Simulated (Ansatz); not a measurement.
The relaxed structure here is a generated cell of PbS: the first start was made by placing the elements on the sites of a structure type, and the end was not matched to a known phase here, so it may be hypothetical. Known forms of PbS include space group No. 225.

One stationary structure of PbS. Space group I2₁3 (No. 199), AFLOW prototype AB_cI16_199_a_a (B_a). The numbers are results of r2SCAN (plane waves to 500 eV, PAW, scalar-relativistic; Ansatz, a quantum-chemistry and plane-wave program), not measurements.

```xyz
8
Lattice="-3.6698 3.6698 3.6698 3.6698 -3.6698 3.6698 3.6698 3.6698 -3.6698" Properties=species:S:1:pos:R:3 pbc="T T T"
S      3.5499     3.5499     3.5499
S      0.1199     3.7896    -0.1199
S      3.7896    -0.1199     0.1199
S     -0.1199     0.1199     3.7896
Pb     1.9021     1.9021     1.9021
Pb     1.7676     5.4374    -1.7676
Pb     5.4374    -1.7676     1.7676
Pb    -1.7676     1.7676     5.4374
```

Q: Give the band gap at the level r2SCAN.

A: 0.60 eV, indirect (valence top at 67 % of the way from Γ to P, conduction bottom at 83 % of the way from P to H) (no spin-orbit coupling).

Q: What smallest direct gap does r2SCAN give?

A: 0.86 eV at 83 % of the way from P to H.

No spin polarisation in the result. Spin-orbit coupling is missing; with elements this heavy it can move band edges by tenths of an eV or more.

The run could not lose the symmetry of its start, so the end can be a saddle point.
